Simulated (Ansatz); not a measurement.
Cell and atoms are relaxed with the symmetry kept. Start:

```
CELL_PARAMETERS angstrom
-1.51765 1.62991 6.86265
1.51765 -1.62991 6.86265
1.51765 1.62991 -6.86265
ATOMIC_POSITIONS crystal
Ti 0.18540 0.68540 0.50000
Ti 0.81460 0.31460 0.50000
Ti 0.00000 0.00000 0.00000
B 0.36822 0.86822 0.50000
B 0.63178 0.13178 0.50000
B 0.43567 0.43567 0.00000
B 0.56433 0.56433 0.00000
```

Level of theory: DFT r2SCAN, scalar-relativistic, plane waves, PAW (Ansatz).

Plane waves to 500 eV, a k mesh through Γ of 16×16×16 on the computed 7-atom cell and Gaussian smearing (0.10 eV); no spin polarisation.

Problem. What does it relax to?

Solution. The volume drops by 0.02 Å³/atom to 9.68 Å³/atom, and the energy changes by under 0.1 meV/atom. Final structure:
Space group Immm (No. 71). a = 3.033 Å, b = 3.256 Å, c = 13.720 Å, α = 90.00°, β = 90.00°, γ = 90.00°
```
atom site symmetry x y z
  Ti    4j mm2  0.0000  0.5000  0.6852
  Ti    2a mmm  0.0000  0.0000  0.0000
   B    4j mm2  0.0000  0.5000  0.8682
   B    4i mm2  0.5000  0.5000  0.9357
```

Cost: 1 run of about 15 core-minutes, on Arm Neoverse V2 (shared hosts).